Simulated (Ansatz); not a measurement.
Relaxation of a relaxed SnTe cell squeezed uniformly to 80 % of its volume; 2 atoms in the cell, which starts as Fm-3m (No. 225), cF8; a = b = c = 5.9145 Å, α = β = γ = 90.00°. All values below come from r2SCAN (plane waves to 500 eV, PAW, scalar-relativistic; Ansatz, an electronic-structure program). Γ-centred k-mesh 7×7×7 on the run's cell (coarser than for final values), Fermi–Dirac smearing 0.05 eV. This is the first round of the run. 

The optimiser's lines from the output (shortened; P is positive under compression):

```
relax step   1: F+E_penalty+E_count = -13033.60611932 eV  Δ(F+E_penalty+E_count) = +0.000e0 eV  max|allowed force component| = 1.578e-29 eV/Å  Δτ_max = 0.0000 Å  P = +16.058 GPa  Ω = 51.724 Å³  (7 SCF iters, dr2 threshold 1.00e-7 eV, accepted)
relax step   2: F+E_penalty+E_count = -13034.07233375 eV  Δ(F+E_penalty+E_count) = -4.662e-1 eV  max|allowed force component| = 6.548e-29 eV/Å  Δτ_max = 0.0000 Å  P = +4.175 GPa  Ω = 59.663 Å³  (7 SCF iters, dr2 threshold 2.00e-7 eV, accepted)
relax step   3: F+E_penalty+E_count = -13034.12692427 eV  Δ(F+E_penalty+E_count) = -5.459e-2 eV  max|allowed force component| = 6.294e-30 eV/Å  Δτ_max = 0.0000 Å  P = +1.138 GPa  Ω = 63.058 Å³  (7 SCF iters, dr2 threshold 2.00e-7 eV, accepted)
relax step   4: F+E_penalty+E_count = -13034.13223950 eV  Δ(F+E_penalty+E_count) = -5.315e-3 eV  max|allowed force component| = 6.232e-29 eV/Å  Δτ_max = 0.0000 Å  P = +0.136 GPa  Ω = 64.431 Å³  (6 SCF iters, dr2 threshold 2.00e-7 eV, accepted)
relax step   5: F+E_penalty+E_count = -13034.13231377 eV  Δ(F+E_penalty+E_count) = -7.427e-5 eV  max|allowed force component| = 7.494e-29 eV/Å  Δτ_max = 0.0000 Å  P = +0.002 GPa  Ω = 64.626 Å³  (5 SCF iters, dr2 threshold 4.62e-8 eV, accepted)
relax step   6: F+E_penalty+E_count = -13034.13364063 eV  Δ(F+E_penalty+E_count) = -1.327e-3 eV  max|allowed force component| = 7.152e-29 eV/Å  Δτ_max = 0.0000 Å  P = +0.017 GPa  Ω = 64.626 Å³  stress off target by 1.74e-2 GPa  SCF on the basis re-selected at this cell (its energy is not comparable with the rows above)  (7 SCF iters)
```

From the first to the last row the energy changes by -0.26 eV/atom and the volume by +24.9 %. The last row is marked as not comparable with the walk above it, whose basis was carried along; it does compare with step 1, since both stand on a basis selected at the nominal cutoff for their own cell.

Later rounds, restarted from the end of this one on a renewed k-mesh, logged 8 more steps and released under 0.01 eV/atom more. The final structure after all rounds: Fm-3m (No. 225), cF8, rock salt type; a = b = c = 6.3712 Å, α = β = γ = 90.00°. Between re-selections the logged energies stand on a plane-wave basis carried along with the cell. No spin polarisation in the result.

The run could not lose the symmetry of its start.

All atoms sit on sites fixed by symmetry, so only the cell could relax.
